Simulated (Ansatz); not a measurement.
Ga2S3:
```yaml
crystal:
  lattice:
    - [-1.83796, 5.56641, 2.67934]
    - [1.83796, -5.56641, 2.67934]
    - [1.83796, 5.56641, -2.67934]
  atoms:
    - { symbol: Ga, position: [0.16623, 0.00702, 0.15921] }
    - { symbol: Ga, position: [0.84780, 0.00702, 0.84079] }
    - { symbol: S, position: [0.90844, 0.24244, 0.66600] }
    - { symbol: S, position: [0.57644, 0.24244, 0.33400] }
    - { symbol: S, position: [0.25108, 0.25108, 0.00000] }
```

Relaxed with r²SCAN. Special points in fractions of this cell's reciprocal vectors: Γ (0.000, 0.000, 0.000); X (0.500, -0.500, 0.500); F0 (0.277, -0.277, 0.723); Σ0 (-0.277, 0.277, 0.277); Λ0 (0.308, 0.308, -0.308); G0 (0.692, -0.308, 0.308); R (0.000, 0.500, 0.000); W (0.250, 0.250, 0.250); S (0.500, 0.000, 0.000); T (0.000, 0.000, 0.500).

**Question.** List the band energies nearest the valence-band maximum at these points for r²SCAN (plane waves, PAW; program Ansatz).

**Answer.** In eV from the valence-band maximum; about four levels below and three above (degenerate sets whole), none deeper than 8.9 eV; points with the same levels are listed once.

```csv
k,below,above
Γ,-2.31 -1.13 -1.05 -0.13,1.95 2.97 4.57
X,-2.24 -2.05 -2.04 0.00,2.55 2.84 2.89
F0,-2.91 -2.42 -1.87 -1.84,2.82 3.22 3.24
Λ0,-2.45 -1.86 -1.47 -0.18,2.29 2.64 3.51
R,-3.33 -2.04 -1.64 -1.33,2.67 3.57 4.89
W,-2.64 -2.40 -1.81 -1.37,2.96 3.60 4.95
S,-2.67 -2.10 -1.63 -0.24,2.39 3.06 4.32
T,-2.56 -2.56 -2.16 -1.88,2.76 2.89 3.73
```

Space group Imm2. The first step of the workflow began from a Materials Project structure, measured or hypothetical; the Crystallography Open Database copy checked does not list it. COD files the formula under space group No. 9. Whether it is the stable phase at ambient conditions was not checked. The r²SCAN relaxation kept the symmetry of its start; its stability against distortions is not shown here. Scalar-relativistic: spin–orbit coupling is off unless named, which matters more the heavier the elements.

Potentials: the later of the program's two PAW sets.
